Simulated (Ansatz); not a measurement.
LaN:
```
LaN
1.0
    4.15665     0.00000     0.00000
   -2.07832     3.59976     0.00000
    0.00000     0.00000     5.85871
La N
2 2
Direct
  0.33333   0.66667   0.99471
  0.66667   0.33333   0.49471
  0.33333   0.66667   0.41529
  0.66667   0.33333   0.91529
```

Cartesian axes are those of the cell as given.

**Question.** Give the high-frequency dielectric tensor and the Born effective charge tensors of the independent atoms from DFPT, DFT-r²SCAN in the program Ansatz with PAW potentials.

**Answer.** 
ε∞:
```
6.60  0.00  0.00
0.00  6.60  0.00
0.00  0.00  6.43
```
Z* of atom 1 (La), rows: field, columns: displacement, in e:
```
3.57  0.00  0.00
0.00  3.57  0.00
0.00  0.00  3.53
```
Z* of atom 3 (N), rows: field, columns: displacement, in e:
```
-3.57   0.00   0.00
 0.00  -3.57   0.00
 0.00   0.00  -3.53
```

Static charges for comparison (Bader): La1 +1.80, N3 -1.80 e. Born charges measure polarisation by displacement and can exceed these by far.

Space group P6_3mc. The first step of the workflow began from a Materials Project structure, measured or hypothetical; the Crystallography Open Database copy checked does not list it. COD files the formula under space group No. 225. Whether it is the stable phase at ambient conditions was not checked. The cell was relaxed with r²SCAN under the symmetry of its start; whether a distortion lowers the energy is not shown. Spin–orbit coupling is left out wherever it is not named.

Potentials: the later of the program's two PAW sets.
